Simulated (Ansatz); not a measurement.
Frames from the relaxation of a relaxed Li cell displaced along its unstable phonon at q = (0, 0, ½) of its primitive reciprocal cell (124i cm⁻¹), largest move 0.15 Å, as extended XYZ (Å, eV, eV/Å, GPa with compression positive). These are r2SCAN (plane waves to 500 eV, PAW, scalar-relativistic; Ansatz, a first-principles code) values and carry that method's errors. Γ-centred k-mesh 13×13×6 on the run's cell (coarser than for final values), Fermi–Dirac smearing 0.05 eV.

```xyz
2
Lattice="2.9742 0.0000 0.0000 -1.4871 2.5757 0.0000 0.0000 0.0000 5.4887" Properties=species:S:1:pos:R:3:forces:R:3 pbc="T T T" step=1 free_energy=-410.152 pressure=0.0 accepted=T
Li     0.0000    -0.1500     0.0000    0.0000   -0.0572    0.0000
Li     0.0000     0.1500     2.7443    0.0000    0.0572    0.0000
2
Lattice="2.9688 0.0000 0.0000 -1.4844 2.5739 0.0000 0.0000 0.0000 5.4677" Properties=species:S:1:pos:R:3:forces:R:3 pbc="T T T" step=2 free_energy=-410.182 pressure=0.1 accepted=T
Li     0.0000    -0.3375     0.0000    0.0000   -0.0975    0.0000
Li     0.0000     0.3375     2.7339    0.0000    0.0975    0.0000
2
Lattice="2.9683 0.0000 0.0000 -1.4842 2.5905 0.0000 0.0000 0.0000 5.4153" Properties=species:S:1:pos:R:3:forces:R:3 pbc="T T T" step=3 free_energy=-410.224 pressure=0.1 accepted=T
Li     0.0000    -0.5359     0.0000    0.0000   -0.0891    0.0000
Li     0.0000     0.5359     2.7077    0.0000    0.0891    0.0000
```

The path has 9 moves and ends in Cmcm (No. 63) at a tolerance of 0.01 Å, P6₃/mmc (No. 194) at 0.1 Å, 0.06 eV/atom below its start. Free energies are of the whole cell and compare only within this code, potentials and settings.  No spin polarisation in the result.

The run could not lose the symmetry of its start, so the end can be a saddle point.

The end of the path is a generated cell of Li: the first start was made by placing the elements on the sites of a structure type, and the end was not matched to a known phase here, so it may be hypothetical. Known forms of Li include space group No. 229.
